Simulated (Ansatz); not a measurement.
The following input was run with Ansatz 0.2.0.

```yaml
crystal:
  lattice:
    - [3.6208452201, 0.0, 0.0]
    - [0.0, 3.6208452201, 0.0]
    - [0.0, 0.0, 6.1664488921]
  atoms:
    - { symbol: Ni, position: [0.0, 0.0, 0.0] }
    - { symbol: Ni, position: [0.5, 0.5, 0.0] }
    - { symbol: As, position: [0.0, 0.5, 0.2507524091] }
    - { symbol: As, position: [0.5, 0.0, 0.7492475909] }
    - { symbol: Rh, position: [0.0, 0.5, 0.6382784854] }
    - { symbol: Rh, position: [0.5, 0.0, 0.3617215146] }
basis:
  ecutwfc: 500
kpoints:
  mp_grid: { grid: [10, 10, 6] }
hamiltonian:
  xc: r2scan
scf:
  occupations: { method: gaussian, width: 0.1 }
output:
  forces: true
  stress: true
  eigenvalues: true
relax:
  adjacent_minimum: "off"
  f_tol: 0.01
  max_steps: 30
  cell: { stress_tol: 0.1, fix: [volume] }
```

Run as
```bash
ansatz run input.yaml --threads 1 --pin off --max-ram 2560MiB --backend cpu --events-out ev --progress --plain --runs-dir out
```

Level of theory: Ansatz 0.2.0, DFT r2SCAN, scalar-relativistic, plane waves, PAW.

Abridged output:

```
Pseudopotentials: kind: paw
Pseudopotential: Ni, paw, valence charge 18, recommended cutoff 500 eV (meta_gga)
Pseudopotential: As, paw, valence charge 15, recommended cutoff 500 eV (meta_gga)
Pseudopotential: Rh, paw, valence charge 17, recommended cutoff 500 eV (meta_gga)
Functional definition: r2SCAN
Crystal: 6 atoms, lattice volume = 80.845 Å³
Basis set: ecut = 500 eV, 2071 PW (Γ), exchange–correlation on 108×108×180 points (64 copies of the dense FFT grid, shifted against one another)
Bands: 60, of which v1, the nominal top of the filled ones, is band 50 counted from 1 (49 counted from 0)
Symmetry: 16 space group operations
Space group: P4/nmm (ITA 129), of the structure as read, at distance tolerance 4.3e-5 Å
k-points: 84 of 600
Initial density: superposition of atomic densities (neutral atoms: chi_scale 0, normalization atom), corrected by the library's trained network
Initial wavefunctions: pseudopotential atomic-orbital guess
Functional: x = r2scan, c = r2scan; τ floored in thin density (d = 2e-4 eV/Å³)
SCF iter   1: F=—  HF=-34252.650858 eV  |F-HF|=—  |Δ(HF+E_count)|=         —  Δρ=2.53e-2  dr2=4.33e-1  dr2_τ=1.26e-1  ethr=1.77e-3  ⟨swp⟩=5.6  Hψ=17145  notcnv=0  defer=28
SCF iter   2: F=—  HF=-34252.868972 eV  |F-HF|=—  |Δ(HF+E_count)|=   2.18e-1  Δρ=2.96e-2  dr2=6.76e-1  dr2_τ=1.17e-2  ethr=4.33e-4  ⟨swp⟩=2.2  Hψ=8697  notcnv=0  defer=360
SCF iter   3: F=—  HF=-34252.816857 eV  |F-HF|=—  |Δ(HF+E_count)|=   5.21e-2  Δρ=7.08e-3  dr2=2.69e-2  dr2_τ=1.20e-3  ethr=4.33e-4  ⟨swp⟩=2.0  Hψ=6380  notcnv=0  defer=360
SCF iter   4: F=—  HF=-34252.815128 eV  |F-HF|=—  |Δ(HF+E_count)|=   1.73e-3  Δρ=4.70e-3  dr2=1.13e-2  dr2_τ=1.36e-4  ethr=2.69e-5  ⟨swp⟩=2.0  Hψ=8017  notcnv=0  defer=360
SCF iter   5: F=—  HF=-34252.815090 eV  |F-HF|=—  |Δ(HF+E_count)|=   3.79e-5  Δρ=1.80e-3  dr2=1.95e-3  dr2_τ=2.95e-5  ethr=1.13e-5  ⟨swp⟩=2.0  Hψ=5770  notcnv=0  defer=355
SCF iter   6: F=—  HF=-34252.815349 eV  |F-HF|=—  |Δ(HF+E_count)|=   2.58e-4  Δρ=7.52e-4  dr2=4.24e-4  dr2_τ=5.63e-6  ethr=1.95e-6  ⟨swp⟩=1.3  Hψ=4828  notcnv=0  defer=355
SCF iter   7: F=—  HF=-34252.815426 eV  |F-HF|=—  |Δ(HF+E_count)|=   7.74e-5  Δρ=7.15e-4  dr2=3.32e-4  dr2_τ=1.57e-6  ethr=4.24e-7  ⟨swp⟩=2.0  Hψ=7190  notcnv=0  defer=355
SCF iter   8: F=—  HF=-34252.815418 eV  |F-HF|=—  |Δ(HF+E_count)|=   7.70e-6  Δρ=3.52e-4  dr2=8.19e-5  dr2_τ=4.61e-7  ethr=3.32e-7  ⟨swp⟩=1.0  Hψ=4713  notcnv=0  defer=355
SCF iter   9: F=—  HF=-34252.815424 eV  |F-HF|=—  |Δ(HF+E_count)|=   6.15e-6  Δρ=7.67e-5  dr2=4.42e-6  dr2_τ=3.12e-8  ethr=8.19e-8  ⟨swp⟩=1.3  Hψ=4742  notcnv=0  defer=355
SCF iter  10: F=—  HF=-34252.815424 eV  |F-HF|=—  |Δ(HF+E_count)|=   6.92e-8  Δρ=1.24e-5  dr2=1.60e-7  dr2_τ=1.39e-9  ethr=4.42e-9  ⟨swp⟩=1.9  Hψ=5996  notcnv=0  defer=355
SCF iter  11: F=-34252.815424 eV  HF=-34252.815424 eV  |F-HF|=2.55e-8  |Δ(HF+E_count)|=   7.71e-9  Δρ=4.73e-6  dr2=2.77e-8  dr2_τ=2.36e-10  ethr=1.00e-10  ⟨swp⟩=9.0  Hψ=20883  notcnv=0
SCF 1 converged in 11 iterations: F = -34252.815424 eV  dr2 = 2.77e-8
relax step   1: F+E_penalty+E_count = -34252.81542441 eV  Δ(F+E_penalty+E_count) = +0.000e0 eV  max|allowed force component| = 6.130e-2 eV/Å  Δτ_max = 0.0000 Å  P = -5.759 GPa  Ω = 80.845 Å³  fix = [volume]  reactions: volume -5.759 GPa (11 SCF iters, dr2 threshold 1.00e-7 eV, accepted)
Basis set: ecut = 500 eV, 2063 PW (Γ), exchange–correlation on 108×108×180 points (64 copies of the dense FFT grid, shifted against one another)
Initial density: handed on by an earlier stage of this run
Initial wavefunctions: those handed on with the density
SCF iter   1: F=—  HF=-34252.815397 eV  |F-HF|=—  |Δ(HF+E_count)|=         —  Δρ=4.91e-4  dr2=9.83e-5  dr2_τ=1.82e-3  ethr=9.91e-8  ⟨swp⟩=3.0  Hψ=23122  notcnv=0
SCF iter   2: F=—  HF=-34252.816300 eV  |F-HF|=—  |Δ(HF+E_count)|=   9.03e-4  Δρ=2.27e-4  dr2=1.93e-5  dr2_τ=1.19e-6  ethr=9.83e-8  ⟨swp⟩=2.0  Hψ=9084  notcnv=0
SCF iter   3: F=—  HF=-34252.816302 eV  |F-HF|=—  |Δ(HF+E_count)|=   1.54e-6  Δρ=7.00e-5  dr2=4.50e-6  dr2_τ=2.39e-7  ethr=1.93e-8  ⟨swp⟩=2.3  Hψ=7368  notcnv=0
SCF iter   4: F=—  HF=-34252.816302 eV  |F-HF|=—  |Δ(HF+E_count)|=   1.41e-7  Δρ=4.86e-5  dr2=1.43e-6  dr2_τ=5.27e-8  ethr=4.50e-9  ⟨swp⟩=2.3  Hψ=6471  notcnv=0
SCF iter   5: F=—  HF=-34252.816302 eV  |F-HF|=—  |Δ(HF+E_count)|=   3.10e-7  Δρ=8.05e-5  dr2=5.41e-6  dr2_τ=5.22e-8  ethr=6.00e-10  ⟨swp⟩=5.2  Hψ=20860  notcnv=0  recentre
SCF iter   6: F=-34252.816302 eV  HF=-34252.816302 eV  |F-HF|=1.13e-7  |Δ(HF+E_count)|=   3.45e-7  Δρ=1.89e-5  dr2=2.34e-7  dr2_τ=2.32e-9  ethr=6.00e-10  ⟨swp⟩=3.0  Hψ=18995  notcnv=0
SCF 2 converged in 6 iterations: F = -34252.816302 eV  dr2 = 2.34e-7
relax step   2: F+E_penalty+E_count = -34252.81630166 eV  Δ(F+E_penalty+E_count) = -8.773e-4 eV  max|allowed force component| = 2.602e-2 eV/Å  Δτ_max = 0.0020 Å  P = -5.680 GPa  Ω = 80.845 Å³  energy of the carried Pulay correction = -8.133e-18 eV  fix = [volume]  reactions: volume -5.680 GPa (6 SCF iters, dr2 threshold 6.00e-7 eV, accepted)
SCF iter   1: F=—  HF=-34252.815872 eV  |F-HF|=—  |Δ(HF+E_count)|=         —  Δρ=5.00e-4  dr2=1.06e-4  dr2_τ=1.30e-3  ethr=1.06e-7  ⟨swp⟩=3.0  Hψ=23633  notcnv=0
SCF iter   2: F=—  HF=-34252.816590 eV  |F-HF|=—  |Δ(HF+E_count)|=   7.18e-4  Δρ=2.89e-4  dr2=3.96e-5  dr2_τ=1.17e-6  ethr=1.06e-7  ⟨swp⟩=2.0  Hψ=9113  notcnv=0
SCF iter   3: F=—  HF=-34252.816596 eV  |F-HF|=—  |Δ(HF+E_count)|=   5.88e-6  Δρ=3.84e-4  dr2=1.13e-4  dr2_τ=1.75e-6  ethr=3.96e-8  ⟨swp⟩=2.0  Hψ=8864  notcnv=0  recentre
SCF iter   4: F=—  HF=-34252.816590 eV  |F-HF|=—  |Δ(HF+E_count)|=   6.41e-6  Δρ=6.39e-5  dr2=2.99e-6  dr2_τ=2.77e-7  ethr=3.96e-8  ⟨swp⟩=2.0  Hψ=6224  notcnv=0
SCF iter   5: F=—  HF=-34252.816590 eV  |F-HF|=—  |Δ(HF+E_count)|=   2.16e-7  Δρ=3.20e-5  dr2=8.83e-7  dr2_τ=1.91e-8  ethr=2.99e-9  ⟨swp⟩=2.0  Hψ=6434  notcnv=0
SCF iter   6: F=-34252.816590 eV  HF=-34252.816590 eV  |F-HF|=5.25e-8  |Δ(HF+E_count)|=   9.59e-8  Δρ=1.32e-5  dr2=1.25e-7  dr2_τ=3.44e-9  ethr=2.63e-10  ⟨swp⟩=3.5  Hψ=19790  notcnv=0
SCF 3 converged in 6 iterations: F = -34252.816590 eV  dr2 = 1.25e-7
relax step   3: F+E_penalty+E_count = -34252.81658984 eV  Δ(F+E_penalty+E_count) = -2.882e-4 eV  max|allowed force component| = 4.973e-3 eV/Å  Δτ_max = 0.0021 Å  P = -5.598 GPa  Ω = 80.845 Å³  energy of the carried Pulay correction = -8.133e-18 eV  fix = [volume]  reactions: volume -5.598 GPa (6 SCF iters, dr2 threshold 2.63e-7 eV, accepted)
Initial wavefunctions: pseudopotential atomic-orbital guess (no wavefunctions were taken with the density)
SCF iter   1: F=—  HF=-34252.816424 eV  |F-HF|=—  |Δ(HF+E_count)|=         —  Δρ=1.67e-4  dr2=5.18e-7  dr2_τ=9.40e-8  ethr=1.58e-7  ⟨swp⟩=3.0  Hψ=30514  notcnv=0
SCF iter   2: F=—  HF=-34252.816533 eV  |F-HF|=—  |Δ(HF+E_count)|=   1.09e-4  Δρ=8.67e-5  dr2=4.88e-7  dr2_τ=1.51e-6  ethr=5.18e-10  ⟨swp⟩=2.0  Hψ=9244  notcnv=0
SCF iter   3: F=—  HF=-34252.816562 eV  |F-HF|=—  |Δ(HF+E_count)|=   2.85e-5  Δρ=5.38e-5  dr2=6.11e-7  dr2_τ=4.33e-7  ethr=4.88e-10  ⟨swp⟩=2.0  Hψ=6960  notcnv=0
SCF iter   4: F=—  HF=-34252.816573 eV  |F-HF|=—  |Δ(HF+E_count)|=   1.10e-5  Δρ=3.59e-6  dr2=2.25e-8  dr2_τ=6.35e-10  ethr=4.88e-10  ⟨swp⟩=2.0  Hψ=6920  notcnv=0
SCF iter   5: F=—  HF=-34252.816573 eV  |F-HF|=—  |Δ(HF+E_count)|=   1.17e-8  Δρ=5.49e-6  dr2=2.99e-8  dr2_τ=1.10e-9  ethr=2.25e-11  ⟨swp⟩=2.0  Hψ=6721  notcnv=0
SCF iter   6: F=—  HF=-34252.816573 eV  |F-HF|=—  |Δ(HF+E_count)|=   2.48e-8  Δρ=1.26e-6  dr2=7.68e-10  dr2_τ=3.55e-11  ethr=2.25e-11  ⟨swp⟩=2.0  Hψ=6753  notcnv=0
SCF iter   7: F=-34252.816573 eV  HF=-34252.816573 eV  |F-HF|=2.91e-11  |Δ(HF+E_count)|=   1.11e-9  Δρ=2.17e-7  dr2=2.27e-11  dr2_τ=3.12e-12  ethr=1.00e-12  ⟨swp⟩=4.0  Hψ=18015  notcnv=0
SCF 4 converged in 7 iterations: F = -34252.816573 eV  dr2 = 2.27e-11
SCF converged after 7 iterations
Free energy (F): -34252.816573 eV
Harris-Foulkes:  -34252.816573 eV  (|F-HF|=2.91e-11)
Internal energy: -34252.813646 eV  (E = F + TS)
E sigma→0 (E₀):  -34252.815109 eV
Entropy (-TS):   -0.002927 eV (-0.488 meV/atom)
Fermi energy:    18.644140 eV
--- Per-component energies (eV) ---
  E_band       = -1183.402781
  E_kinetic    = 1930.885443
  E_local      = -13804.204641  (includes V_loc(G=0)·N_el)
  E_nonlocal   = 674.187095
  E_hartree    = 6122.714629
  E_xc         = -740.060752
  E_vxc        = -1031.902383  (∫ρ·V_xc dr)
  E_paw        = -14212.811823  (= ΣΔE_a)
  E_vpaw       = -1266.545686  (= ΣTr[D̂ρ^β])
  E_aug_tail   = 0.001706  (compensation charges beyond the density's cutoff)
  E_vtau       = 68.746709  (kinetic-family band-sum trace: ∫τ·v_τ [+ j·A + Jᵃ·Aᵃ] dr)
  E_ewald      = -14219.270430
  E_core_change = -4.254872  (= ΣΔE_core)
  E_smearing   = -0.002927  (= −TS)
--- Forces (eV/Å), atoms counted from 1 ---
  atom   1  Ni     0.00000000     0.00000000     0.00000000
  atom   2  Ni     0.00000000     0.00000000     0.00000000
  atom   3  As     0.00000000     0.00000000     0.00495943
  atom   4  As     0.00000000     0.00000000    -0.00495943
  atom   5  Rh     0.00000000     0.00000000     0.00022442
  atom   6  Rh     0.00000000     0.00000000    -0.00022442
--- Stress (GPa, compression-positive) ---
       -5.600785       0.000000       0.000000
        0.000000      -5.600785       0.000000
        0.000000       0.000000      -5.596919
  P = ⅓ Tr σ = -5.5995 GPa (-55.995 kbar)
--- Band table (eV; the first three rows and the last of 84) ---
  k-point 0: bands = ["-88.3395", "-88.3237", "-61.9033", "-61.8889", "-47.3123", "-47.3123", "-47.3082", "-47.2904", "-47.2316", "-47.2316", "-29.2049", "-29.1560", "-29.0095", "-29.0095", "-28.9477", "-28.9477", "-18.6867", "-18.6852", "-18.6836", "-18.6827", "-18.6655", "-18.6655", "-18.6653", "-18.6653", "-18.6623", "-18.6594", "4.0838", "5.6288", "11.2012", "13.3023", "13.7200", "13.7200", "14.2742", "14.7209", "15.0520", "15.4213", "15.4213", "15.8490", "15.8490", "15.9676", "16.0877", "16.1355", "16.6530", "17.1620", "17.2005", "17.5238", "17.5238", "17.5316", "17.6688", "17.6688", "18.1551", "21.1792", "21.1792", "21.1868", "22.4357", "22.8882", "25.5386", "25.6375", "25.6375", "26.2 ...
  k-point 1: bands = ["-88.3395", "-88.3237", "-61.9033", "-61.8889", "-47.3123", "-47.3123", "-47.3082", "-47.2904", "-47.2316", "-47.2316", "-29.2048", "-29.1561", "-29.0095", "-29.0095", "-28.9477", "-28.9477", "-18.6867", "-18.6852", "-18.6835", "-18.6828", "-18.6655", "-18.6655", "-18.6653", "-18.6653", "-18.6623", "-18.6593", "4.1672", "5.5195", "11.1655", "13.1274", "13.7834", "13.7834", "14.3364", "14.9520", "15.0712", "15.2510", "15.2510", "15.8852", "15.8852", "15.9364", "16.0420", "16.1153", "16.6489", "17.1795", "17.1795", "17.1899", "17.3403", "17.5316", "18.1551", "18.2192", "18.2192", "21.0389", "21.0389", "21.2238", "22.5162", "22.9075", "25.5090", "25.6794", "25.6794", "26.3 ...
  k-point 2: bands = ["-88.3395", "-88.3237", "-61.9033", "-61.8889", "-47.3123", "-47.3123", "-47.3082", "-47.2904", "-47.2316", "-47.2316", "-29.2047", "-29.1563", "-29.0096", "-29.0096", "-28.9477", "-28.9477", "-18.6865", "-18.6854", "-18.6834", "-18.6829", "-18.6654", "-18.6654", "-18.6653", "-18.6653", "-18.6622", "-18.6592", "4.3940", "5.2398", "11.1415", "12.7715", "13.9555", "13.9555", "14.4975", "14.8911", "14.8911", "15.1139", "15.4604", "15.5757", "15.9510", "15.9907", "15.9907", "16.1998", "16.8348", "16.8934", "16.8934", "17.2410", "17.5316", "17.5460", "18.1551", "18.9999", "18.9999", "20.5976", "20.5976", "21.0940", "22.7704", "22.9607", "25.4596", "25.8474", "25.8474", "26.1 ...
  k-point 83: bands = ["-88.3315", "-88.3315", "-61.8950", "-61.8950", "-47.3219", "-47.3219", "-47.2991", "-47.2991", "-47.2242", "-47.2242", "-29.1781", "-29.1781", "-29.0322", "-29.0322", "-28.9522", "-28.9522", "-18.6844", "-18.6844", "-18.6784", "-18.6784", "-18.6672", "-18.6672", "-18.6655", "-18.6655", "-18.6580", "-18.6580", "6.2109", "6.2109", "11.6120", "11.6120", "13.1218", "13.1218", "13.6194", "13.6194", "15.0542", "15.0542", "15.3690", "15.3690", "15.5939", "15.5939", "16.7947", "16.7947", "16.9465", "16.9465", "16.9918", "16.9918", "17.5410", "17.5410", "17.8610", "17.8610", "19.6055", "19.6055", "19.6731", "19.6731", "23.5900", "23.5900", "24.5780", "24.5780", "25.0982", "25. ...
--- Relaxed structure (3 steps of the walk, 3 accepted, 1 SCFs on fresh bases) ---
  F+E_penalty+E_count = -34252.81657281 eV   max|allowed force component| = 4.959e-3 eV/Å   (the final SCF, on the basis selected at the relaxed cell)
  cell:  # Å, volume = 80.8454 Å³
    - [3.62776363, 0.0, 0.0]
    - [0.0, 3.62776363, 0.0]
    - [0.0, 0.0, 6.14295157]
  atoms:
    - { symbol: Ni, position: [0.0, 0.0, 0.0] }
    - { symbol: Ni, position: [0.5, 0.5, 0.0] }
    - { symbol: As, position: [0.0, 0.5, 0.25027170] }
    - { symbol: As, position: [0.5, 0.0, 0.74972829] }
    - { symbol: Rh, position: [0.0, 0.5, 0.63771364] }
    - { symbol: Rh, position: [0.5, 0.0, 0.36228635] }
```

The relaxation met its thresholds.

The run took 3.3 min on 1 thread of Arm Neoverse V2, on a shared host, peak memory 0.76 GiB.